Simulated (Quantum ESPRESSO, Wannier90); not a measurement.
# Tight-binding from DFT: GaAs (zinc blende)

Materials Project entry mp-2534; symmetrised, unrelaxed at this level. COD (Crystallography Open Database) has an entry of this formula and space group (matched by these alone). Computed values, not measurements, from PBEsol: Quantum ESPRESSO (norm-conserving PseudoDojo potentials, cutoff 68 Ry, spinors with spin-orbit coupling) on a Γ-centred 8×8×8 mesh, then Wannier90. Density: 10×10×10 mesh, cold smearing 0.01 Ry.

```
begin unit_cell_cart
ang
    0.0000000000    2.8750900000    2.8750900000
    2.8750900000    0.0000000000    2.8750900000
    2.8750900000    2.8750900000    0.0000000000
end unit_cell_cart
mp_grid = 8 8 8
```

Question: Which shells of neighbouring k-points and which b-vectors and weights does Wannier90 pick for this cell and mesh?

Answer: 
```
 *---------------------------------- K-MESH ----------------------------------*
 +----------------------------------------------------------------------------+
 |                    Distance to Nearest-Neighbour Shells                    |
 |                    ------------------------------------                    |
 |          Shell             Distance (Ang^-1)          Multiplicity         |
 |          -----             -----------------          ------------         |
 |             1                   0.236575                      8            |
 |             2                   0.273173                      6            |
 |             3                   0.386326                     12            |
 |             4                   0.453007                     24            |
 |             5                   0.473150                      8            |
 |             6                   0.546347                      6            |
 |             7                   0.595368                     24            |
 |             8                   0.610834                     24            |
       ... (lines left out)
 +----------------------------------------------------------------------------+
 | The b-vectors are chosen automatically                                     |
 | The following shells are used:                       1                     |
 +----------------------------------------------------------------------------+
 |                        Shell   # Nearest-Neighbours                        |
 |                        -----   --------------------                        |
 |                          1               8                                 |
 +----------------------------------------------------------------------------+
 | Completeness relation is fully satisfied [Eq. (B1), PRB 56, 12847 (1997)]  |
 +----------------------------------------------------------------------------+
 |                  b_k Vectors (Ang^-1) and Weights (Ang^2)                  |
 |                  ----------------------------------------                  |
 |            No.         b_k(x)      b_k(y)      b_k(z)        w_b           |
 |            ---        --------------------------------     --------        |
 |             1         0.136587    0.136587   -0.136587     6.700283        |
 |             2         0.136587   -0.136587    0.136587     6.700283        |
 |             3        -0.136587    0.136587    0.136587     6.700283        |
 |             4         0.136587    0.136587    0.136587     6.700283        |
 |             5        -0.136587   -0.136587    0.136587     6.700283        |
 |             6        -0.136587    0.136587   -0.136587     6.700283        |
 |             7         0.136587   -0.136587   -0.136587     6.700283        |
 |             8        -0.136587   -0.136587   -0.136587     6.700283        |
```
